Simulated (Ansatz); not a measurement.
An Ansatz (a quantum-chemistry and plane-wave program) input:

Ansatz 0.2 input:
```yaml
crystal:
  lattice:
    - [0.0, 2.274214566, 2.274214566]
    - [2.274214566, 0.0, 2.274214566]
    - [2.274214566, 2.274214566, 0.0]
  atoms:
    - { symbol: N, position: [0.75, 0.75, 0.75] }
    - { symbol: Ga, position: [0.0, 0.0, 0.0] }
kpoints:
  mp_grid: { grid: [8, 8, 8] }
hamiltonian:
  xc: hse06
  pseudopotentials: { kind: paw }
scf:
  n_extra_bands: 6
  occupations: { method: fixed }
output:
  eigenvalues: true
  eigenstates:
    e_range: [-9.0, 10.3]
    kpoints:
      - [0.0, 0.0, 0.0]  # VBM
      - [0.0, 0.0, 0.0]  # CBM
      - [0.0, 0.0, 0.0]  # GAMMA
      - [0.5, 0.0, 0.5]  # X
      - [0.5, 0.5, 0.5]  # L
      - [0.5, 0.25, 0.75]  # W
      - [0.375, 0.375, 0.75]  # K
      - [0.625, 0.25, 0.625]  # U
```

Q: How many symmetry operations and irreducible k-points will the run report?

A: 24 operations, 29 of 512 k-points.

Q: With a cutoff of 420 eV, how many plane waves at Γ?

A: 459.

It took roughly 80 core-seconds on shared server cores.

The points marked VBM and CBM come from a semilocal run.

Space group F-43m (zinc blende). Symmetry was held in the PBE relaxation; phonons on a q-mesh show no instability.

Potentials: the later of the program's two PAW sets.

Ansatz is a plane-wave DFT program.
